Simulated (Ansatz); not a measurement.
Pd (diamond, Fd-3m) at seven volumes, r²SCAN in the plane-wave PAW code Ansatz, scaled uniformly. One row is withheld.

| V (Å³/atom) | P (GPa) |
|---|---|
| 21.471 | 9.39 |
| 22.179 | 5.66 |
| 22.886 | 2.58 |
| 23.594 | 0.00 |
| 24.302 | -2.14 |
| 25.010 | -3.86 |
| 25.718 | ? |

Fit the shown pressures and predict the withheld one.

P = (3/2)B₀(x^(7/2) − x^(5/2))[1 + (3/4)(B′ − 4)(x − 1)] with x = (V₀/V)^(2/3). Least squares on the six rows gives V₀ = 23.595 Å³/atom, B₀ = 77.6 GPa, B′ = 5.29. At V = 25.718, x = 0.9442 and P = -5.32 GPa. The run itself gave -5.27 GPa.

The start of the workflow was typed in or built on a structure type; neither database checked (COD, Materials Project) lists it. It is not the phase usual at ambient conditions (space group No. 225). The cell was relaxed with r²SCAN under the symmetry of its start. At this level the phase is mechanically unstable. No spin polarisation was allowed.

Potentials: the later of the program's two PAW sets.
